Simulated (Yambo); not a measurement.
G0W0@PBEsol for Ag2S (space group P1, No. 1) in Yambo. Reference settings: 4×4×2 Γ-centred k mesh, bands 17 to 160 and a 6 Ry block in the screening, 160 bands in G with the Bruneval-Gonze terminator, plasmon pole fitted at 27.2 eV. The PBEsol gap (0, -0.5, 0) → Γ on this mesh is 1.23 eV; G0W0 gaps are taken between the same points.

With and without the terminator, as bands are cut:

```tsv
bands in G (in W)	gap, terminator (eV)	gap, none (eV)	valence shift, terminator (eV)	valence shift, none (eV)
78 (160)	2.164	2.060	-0.379	0.163
113 (160)	2.116	1.999	-0.426	-0.087
160 (160)	2.106	2.017	-0.448	-0.245
```

Over this range the gap spans 0.058 eV with the terminator and 0.061 eV without, the valence shift 0.069 eV and 0.408 eV. Neither column has reached its limit for certain.

Spin-orbit coupling is not included.

Geometry of the Materials Project entry, not relaxed at this level; primitive cell a = 4.241 Å, b = 4.264 Å, c = 7.680 Å, α = 89.15°, β = 89.60°, γ = 68.38°.

The structure is a Materials Project entry; no match was found in the copy of COD used, and its stability was not checked.

A shift is the quasiparticle energy of the state minus its PBEsol energy.
